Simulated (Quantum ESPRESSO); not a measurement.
Inputs of pw.x and gipaw.x (a modified build of Quantum ESPRESSO, PBE) for LiF; the starting potential comes from an earlier run on another mesh:

```
&CONTROL
  calculation = 'scf'
  prefix = 'x'
  pseudo_dir = './pseudo'
  outdir = './out'
  tprnfor = .true.
/
&SYSTEM
  ibrav = 0
  nat = 2
  ntyp = 2
  ecutwfc = 45
  ecutrho = 180
  occupations = 'fixed'
  nbnd = 5
/
&ELECTRONS
  conv_thr = 1e-11
  startingpot = 'file'
/
ATOMIC_SPECIES
Li 6.940 Li.GGA_PBE-JTH.UPF
F 18.998 F.GGA_PBE-JTH.UPF
CELL_PARAMETERS angstrom
   -0.000000000000     2.051923575000     2.021297850000
    2.051923575000    -0.000000000000     2.021297850000
    2.051923575000     2.051923575000     0.000000000000
ATOMIC_POSITIONS crystal
Li     0.000000000000     0.000000000000     0.000000000000
F      0.500000000000     0.500000000000     0.500000000000
K_POINTS automatic
6 6 6 1 1 1
```

```
&INPUTGIPAW
  job = 'nmr'
  prefix = 'x'
  tmp_dir = './out/'
  restart_mode = 'from_scratch'
  pawproj(1) = .true.
  pawproj(2) = .true.
  use_nmr_macroscopic_shape = .false.
/
```

The cell was made here from a computed Materials Project entry: strained by -1 % along the cube axis and by +0.5 % across it, atoms relaxed (PBE without dispersion, pw.x of Quantum ESPRESSO, symmetry kept). The parent is LiF in Fm-3m. Stability against distortions was not tested.

### Question
Predict the shielding tensors that the run ends with.

### Answer
```
     f-sum rule (should be    -7.7083):
            -7.7084          0.0000          0.0000
             0.0000         -7.7084          0.0000
             0.0000         -0.0000         -7.7084

     Total NMR chemical shifts in ppm: ---------------------------------------
     (adopting the Simpson convention for anisotropy and asymmetry)-----------

     Atom  1  Li  pos: (  0.000000  0.000000  0.000000)  Total sigma:          81.95
            81.7228         -0.0000          0.0000
            -0.0000         81.7228          0.0000
             0.0000          0.0000         82.4043

     Li      1    anisotropy:      0.68    eta:    0.0000
     Li      1    sigma_11=     81.72
     Li      1    sigma_22=     81.72
     Li      1    sigma_33=     82.40

     Atom  2  F   pos: (  0.712403  0.712403  0.701770)  Total sigma:         363.51
           363.8904         -0.0000          0.0000
             0.0000        363.8904         -0.0000
            -0.0000         -0.0000        362.7526

     F       2    anisotropy:     -1.14    eta:    0.0000
     F       2    sigma_11=    363.89
     F       2    sigma_22=    363.89
     F       2    sigma_33=    362.75
```
The printed anisotropy is 3/2 (σ_33 − σ_iso) in the program's own order; the axes are left out here. Anisotropies that symmetry doesn't fix are less certain than the isotropic values. Shieldings are absolute and leave out the bulk-susceptibility term; a larger σ means a smaller chemical shift. By our sweeps, such settings leave a few ppm in absolute σ. The structure is static (0 K, no zero-point motion).
